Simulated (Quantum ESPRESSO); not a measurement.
# Al6GaMgON7: one run as intended and one with a planted mistake

A calculation, not a measurement. The program is pw.x of Quantum ESPRESSO 7.5 (plane-wave density functional theory). The cell is made up: 16 atoms on a doubled wurtzite lattice, with randomly drawn elements, strain and displacements, not relaxed. PseudoDojo standard norm-conserving files (v0.5 for PBE, v0.4.1 for LDA and PBEsol) set the functional; there is no spin polarisation, spin-orbit coupling or dispersion term, and the masses in the input are unused placeholders.

Intended input:

```
&control calculation='scf', pseudo_dir='./dojo.nc.sr.pbe.v0_5.standard.upf', outdir='./o', disk_io='low', tprnfor=.true., tstress=.true. /
&system ibrav=0, nat=16, ntyp=5, nbnd=47, ecutwfc=84.00895049, nosym=.true., tot_charge=0,
 occupations='smearing', smearing='fd', degauss=0.0018374661
/
&electrons conv_thr=7.350e-09, electron_maxstep=60, /
ATOMIC_SPECIES
Al 1.0 Al.upf
Ga 1.0 Ga.upf
Mg 1.0 Mg.upf
N 1.0 N.upf
O 1.0 O.upf
CELL_PARAMETERS angstrom
3.1807 -0.0281 0.0046
-0.0487 5.4747 -0.0753
0.0151 -0.142 10.596
ATOMIC_POSITIONS angstrom
Al -0.0168 0.0046 0.0485
Al 1.5698 2.7352 -0.0455
Ga 1.5428 0.7814 2.7392
Mg 0.0911 3.6111 2.6341
Al -0.0178 -0.0486 5.3409
Al 1.6184 2.578 5.1778
Al 1.5253 0.786 7.9858
Al -0.0396 3.4992 7.8957
O 0.0393 -0.0223 1.989
N 1.5382 2.6782 1.8573
N 1.5309 0.9014 4.6611
N -0.0098 3.6021 4.5147
N -0.0223 -0.1647 7.2087
N 1.5753 2.6528 7.3208
N 1.5765 0.7675 9.9902
N 0.0543 3.5227 9.8971
K_POINTS automatic
7 4 2 1 1 1
```

The log is shortened where brackets say so; the opening notice, blank lines, dates and the lines on written files are dropped, and the path of the files is cut. It prints rydbergs, bohrs and kilobars, and counts compression as positive stress. Where no state is partly filled, the Fermi energy that it prints is only some level between the filled and the empty states on the mesh, and need not lie in the true gap.

Log of the intended run:

```
     Program PWSCF v.7.5
     Parallel version (MPI & OpenMP), running on       4 processor cores
     Number of MPI processes:                 4
     Threads/MPI process:                     1
     [start-up lines left out]
     bravais-lattice index     =            0
     lattice parameter (alat)  =       6.0109  a.u.
     unit-cell volume          =    1244.8203 (a.u.)^3
     number of atoms/cell      =           16
     number of atomic types    =            5
     number of electrons       =        82.00
     number of Kohn-Sham states=           47
     kinetic-energy cutoff     =      84.0090  Ry
     charge density cutoff     =     336.0358  Ry
     scf convergence threshold =      7.3E-09
     mixing beta               =       0.7000
     number of iterations used =            8  plain     mixing
     Exchange-correlation= PBE
                           (   1   4   3   4   0   0   0)
     [axes and pseudopotential details left out]
   Cartesian axes
     site n.     atom                  positions (alat units)
         1        Al     tau(   1) = (  -0.0052816   0.0014462   0.0152476  )
         2        Al     tau(   2) = (   0.4935194   0.8599020  -0.0143045  )
         3        Ga     tau(   3) = (   0.4850310   0.2456593   0.8611596  )
         4        Mg     tau(   4) = (   0.0286403   1.1352706   0.8281179  )
         5        Al     tau(   5) = (  -0.0055960  -0.0152790   1.6790914  )
         6        Al     tau(   6) = (   0.5087984   0.8104809   1.6278154  )
         7        Al     tau(   7) = (   0.4795293   0.2471055   2.5106046  )
         8        Al     tau(   8) = (  -0.0124496   1.1000911   2.4822786  )
         9        O      tau(   9) = (   0.0123553  -0.0070108   0.6253090  )
        10        N      tau(  10) = (   0.4835849   0.8419822   0.5839047  )
        11        N      tau(  11) = (   0.4812899   0.2833854   1.4653734  )
        12        N      tau(  12) = (  -0.0030810   1.1324412   1.4193477  )
        13        N      tau(  13) = (  -0.0070108  -0.0517790   2.2662971  )
        14        N      tau(  14) = (   0.4952485   0.8339968   2.3015395  )
        15        N      tau(  15) = (   0.4956258   0.2412894   3.1407551  )
        16        N      tau(  16) = (   0.0170710   1.1074791   3.1114860  )
     number of k points=    28  Fermi-Dirac smearing, width (Ry)=  0.0018
                       cart. coord. in units 2pi/alat
        k(    1) = (   0.0719781   0.0743104   0.0759411), wk =   0.0714286
        k(    2) = (   0.0721770   0.0722473  -0.0741825), wk =   0.0714286
     [further k points left out]
     Dense  grid:   129541 G-vectors     FFT dimensions: (  36,  64, 120)
     Estimated max dynamical RAM per process >     286.00 MB
     Estimated total dynamical RAM >       1.02 GB
     Initial potential from superposition of free atoms
     starting charge      81.9818, renormalised to      82.0000
     Starting wfcs are   70 randomized atomic wfcs
     total cpu time spent up to now is        8.0 secs
     per-process dynamical memory:   203.5 Mb
     Self-consistent Calculation
     iteration #  1     ecut=    84.01 Ry     beta= 0.70
     Davidson diagonalization with overlap
     ethr =  1.00E-02,  avg # of iterations =  3.0
     total cpu time spent up to now is       19.6 secs
     total energy              =    -476.87413662 Ry
     estimated scf accuracy    <       5.00223132 Ry
     iteration #  2     ecut=    84.01 Ry     beta= 0.70
     Davidson diagonalization with overlap
     ethr =  6.10E-03,  avg # of iterations =  3.0
     total cpu time spent up to now is       30.7 secs
     total energy              =    -478.01883766 Ry
     estimated scf accuracy    <       5.52744613 Ry
     [iterations 3 to 14 left out]
     iteration # 15     ecut=    84.01 Ry     beta= 0.70
     Davidson diagonalization with overlap
     ethr =  5.37E-11,  avg # of iterations =  2.0
     total cpu time spent up to now is      154.5 secs
     total energy              =    -479.11437944 Ry
     estimated scf accuracy    <       0.00000001 Ry
     iteration # 16     ecut=    84.01 Ry     beta= 0.70
     Davidson diagonalization with overlap
     ethr =  1.50E-11,  avg # of iterations =  2.0
     total cpu time spent up to now is      162.0 secs
     End of self-consistent calculation
     [lines on levels left out]
     the Fermi energy is     8.6401 ev
!    total energy              =    -479.11437944 Ry
     estimated scf accuracy    <          2.6E-09 Ry
     smearing contrib. (-TS)   =      -0.00000000 Ry
     internal energy E=F+TS    =    -479.11437944 Ry
     The total energy is F=E-TS. E is the sum of the following terms:
     one-electron contribution =    -323.94761245 Ry
     hartree contribution      =     210.00859694 Ry
     xc contribution           =    -122.82541918 Ry
     ewald contribution        =    -242.34994474 Ry
     convergence has been achieved in  16 iterations
     Forces acting on atoms (cartesian axes, Ry/au):
     atom    1 type  1   force =     0.00297285    0.00092703   -0.04809363
     atom    2 type  1   force =     0.01743018    0.00064898    0.03965824
     atom    3 type  2   force =     0.03527028    0.15131731   -0.03561807
     atom    4 type  3   force =    -0.06317251   -0.04331241   -0.05215286
     atom    5 type  1   force =    -0.00809296   -0.05992568   -0.01635376
     atom    6 type  1   force =    -0.01185011    0.17085546    0.03375919
     atom    7 type  1   force =     0.01672080   -0.01265110   -0.02583631
     atom    8 type  1   force =     0.02011732    0.03187506    0.00493373
     atom    9 type  5   force =    -0.03802725   -0.00976983   -0.04346954
     atom   10 type  4   force =     0.06099847   -0.07992796   -0.01662827
     atom   11 type  4   force =     0.01749900   -0.12207021   -0.00525932
     atom   12 type  4   force =     0.00129886   -0.00119901    0.14528420
     atom   13 type  4   force =    -0.00705759    0.04336615    0.06998207
     atom   14 type  4   force =    -0.01741586   -0.05851634   -0.02603353
     atom   15 type  4   force =     0.00842191   -0.03113552   -0.01483424
     atom   16 type  4   force =    -0.03511339    0.01951808   -0.00933790
     Total force =     0.373498     Total SCF correction =     0.000028
     Computing stress (Cartesian axis) and pressure
          total   stress  (Ry/bohr**3)                   (kbar)     P=      -56.63
  -0.00023067   0.00012667  -0.00004757          -33.93       18.63       -7.00
   0.00012667  -0.00026615   0.00034417           18.63      -39.15       50.63
  -0.00004757   0.00034417  -0.00065813           -7.00       50.63      -96.81
     init_run     :      6.24s CPU      6.59s WALL (       1 calls)
     electrons    :    152.38s CPU    154.00s WALL (       1 calls)
     forces       :      1.71s CPU      1.75s WALL (       1 calls)
     stress       :      5.16s CPU      5.39s WALL (       1 calls)
     [timing details left out]
     PWSCF        :   2m46.97s CPU   2m49.27s WALL
     JOB DONE.
```

A second run has one planted mistake: the files are those of another functional. The input lines that differ, file-writing options aside:

```
- &control calculation='scf', pseudo_dir='./dojo.nc.sr.pbe.v0_5.standard.upf', outdir='./o', disk_io='low', tprnfor=.true., tstress=.true. /
+ &control calculation='scf', pseudo_dir='./dojo.nc.sr.lda.v0_4_1.standard.upf', outdir='./o', disk_io='low', tprnfor=.true., tstress=.true. /
```

Its log:

```
     Program PWSCF v.7.5
     Parallel version (MPI & OpenMP), running on       4 processor cores
     Number of MPI processes:                 4
     Threads/MPI process:                     1
     [start-up lines left out]
     bravais-lattice index     =            0
     lattice parameter (alat)  =       6.0109  a.u.
     unit-cell volume          =    1244.8203 (a.u.)^3
     number of atoms/cell      =           16
     number of atomic types    =            5
     number of electrons       =        82.00
     number of Kohn-Sham states=           47
     kinetic-energy cutoff     =      84.0090  Ry
     charge density cutoff     =     336.0358  Ry
     scf convergence threshold =      7.3E-09
     mixing beta               =       0.7000
     number of iterations used =            8  plain     mixing
     Exchange-correlation= SLA  PW   NOGX NOGC
                           (   1   4   0   0   0   0   0)
     [axes and pseudopotential details left out]
   Cartesian axes
     site n.     atom                  positions (alat units)
         1        Al     tau(   1) = (  -0.0052816   0.0014462   0.0152476  )
         2        Al     tau(   2) = (   0.4935194   0.8599020  -0.0143045  )
         3        Ga     tau(   3) = (   0.4850310   0.2456593   0.8611596  )
         4        Mg     tau(   4) = (   0.0286403   1.1352706   0.8281179  )
         5        Al     tau(   5) = (  -0.0055960  -0.0152790   1.6790914  )
         6        Al     tau(   6) = (   0.5087984   0.8104809   1.6278154  )
         7        Al     tau(   7) = (   0.4795293   0.2471055   2.5106046  )
         8        Al     tau(   8) = (  -0.0124496   1.1000911   2.4822786  )
         9        O      tau(   9) = (   0.0123553  -0.0070108   0.6253090  )
        10        N      tau(  10) = (   0.4835849   0.8419822   0.5839047  )
        11        N      tau(  11) = (   0.4812899   0.2833854   1.4653734  )
        12        N      tau(  12) = (  -0.0030810   1.1324412   1.4193477  )
        13        N      tau(  13) = (  -0.0070108  -0.0517790   2.2662971  )
        14        N      tau(  14) = (   0.4952485   0.8339968   2.3015395  )
        15        N      tau(  15) = (   0.4956258   0.2412894   3.1407551  )
        16        N      tau(  16) = (   0.0170710   1.1074791   3.1114860  )
     number of k points=    28  Fermi-Dirac smearing, width (Ry)=  0.0018
                       cart. coord. in units 2pi/alat
        k(    1) = (   0.0719781   0.0743104   0.0759411), wk =   0.0714286
        k(    2) = (   0.0721770   0.0722473  -0.0741825), wk =   0.0714286
     [further k points left out]
     Dense  grid:   129541 G-vectors     FFT dimensions: (  36,  64, 120)
     Estimated max dynamical RAM per process >     286.00 MB
     Estimated total dynamical RAM >       1.02 GB
     Initial potential from superposition of free atoms
     starting charge      81.9840, renormalised to      82.0000
     Starting wfcs are   70 randomized atomic wfcs
     total cpu time spent up to now is        5.8 secs
     per-process dynamical memory:   213.0 Mb
     Self-consistent Calculation
     iteration #  1     ecut=    84.01 Ry     beta= 0.70
     Davidson diagonalization with overlap
     ethr =  1.00E-02,  avg # of iterations =  3.0
     total cpu time spent up to now is       14.0 secs
     total energy              =    -476.89295350 Ry
     estimated scf accuracy    <       4.94872133 Ry
     iteration #  2     ecut=    84.01 Ry     beta= 0.70
     Davidson diagonalization with overlap
     ethr =  6.04E-03,  avg # of iterations =  3.0
     total cpu time spent up to now is       22.4 secs
     total energy              =    -478.00262070 Ry
     estimated scf accuracy    <       5.90264926 Ry
     [iterations 3 to 13 left out]
     iteration # 14     ecut=    84.01 Ry     beta= 0.70
     Davidson diagonalization with overlap
     ethr =  9.93E-11,  avg # of iterations =  2.0
     total cpu time spent up to now is      116.5 secs
     total energy              =    -479.16788305 Ry
     estimated scf accuracy    <       0.00000003 Ry
     iteration # 15     ecut=    84.01 Ry     beta= 0.70
     Davidson diagonalization with overlap
     ethr =  3.48E-11,  avg # of iterations =  2.0
     total cpu time spent up to now is      123.9 secs
     End of self-consistent calculation
     [lines on levels left out]
     the Fermi energy is     8.2424 ev
!    total energy              =    -479.16788305 Ry
     estimated scf accuracy    <          6.6E-09 Ry
     smearing contrib. (-TS)   =      -0.00000000 Ry
     internal energy E=F+TS    =    -479.16788305 Ry
     The total energy is F=E-TS. E is the sum of the following terms:
     one-electron contribution =    -324.67778468 Ry
     hartree contribution      =     209.19280910 Ry
     xc contribution           =    -121.33296272 Ry
     ewald contribution        =    -242.34994474 Ry
     convergence has been achieved in  15 iterations
     Forces acting on atoms (cartesian axes, Ry/au):
     atom    1 type  1   force =     0.00440035    0.00067102   -0.04674849
     atom    2 type  1   force =     0.01564236   -0.00057531    0.04064266
     atom    3 type  2   force =     0.02991615    0.14712370   -0.03574529
     atom    4 type  3   force =    -0.06088593   -0.04188220   -0.05029452
     atom    5 type  1   force =    -0.00648840   -0.06009833   -0.01553915
     atom    6 type  1   force =    -0.01135295    0.16302931    0.02727272
     atom    7 type  1   force =     0.01571889   -0.01226512   -0.02679115
     atom    8 type  1   force =     0.01888033    0.03037006    0.00265724
     atom    9 type  5   force =    -0.03267154   -0.00258767   -0.03616892
     atom   10 type  4   force =     0.05820916   -0.08316963   -0.01675860
     atom   11 type  4   force =     0.01671199   -0.11531005   -0.01158289
     atom   12 type  4   force =     0.00044035   -0.00148860    0.14402098
     atom   13 type  4   force =    -0.00568217    0.04322590    0.06753039
     atom   14 type  4   force =    -0.01603622   -0.05682804   -0.02146691
     atom   15 type  4   force =     0.00732323   -0.02962948   -0.01323085
     atom   16 type  4   force =    -0.03412561    0.01941445   -0.00779722
     Total force =     0.360831     Total SCF correction =     0.000044
     Computing stress (Cartesian axis) and pressure
          total   stress  (Ry/bohr**3)                   (kbar)     P=     -138.25
  -0.00078105   0.00011898  -0.00005031         -114.90       17.50       -7.40
   0.00011898  -0.00082078   0.00033236           17.50     -120.74       48.89
  -0.00005031   0.00033236  -0.00121767           -7.40       48.89     -179.13
     init_run     :      5.44s CPU      5.69s WALL (       1 calls)
     electrons    :    117.33s CPU    118.11s WALL (       1 calls)
     forces       :      2.02s CPU      2.07s WALL (       1 calls)
     stress       :      5.76s CPU      6.03s WALL (       1 calls)
     [timing details left out]
     PWSCF        :   2m10.70s CPU   2m12.15s WALL
     JOB DONE.
```

```
                                            intended run  run with the mistake
                          free energy (eV)     -6518.683             -6519.411
                    smearing term -TS (eV)        0.0000                0.0000
                            pressure (GPa)         -5.66                -13.83
            largest force component (eV/Å)         4.393                 4.192
largest change of a force component (eV/Å)                               0.201
                                iterations            16                    15
```

For scale, a rerun of the intended cell at 1437 eV and a 9 x 6 x 4 mesh moved values by no more than 0.004 eV in energy, 0.02 GPa in stress and 0.004 eV/Å in force. Files of another functional have another zero of energy, so the energy change says nothing on stability.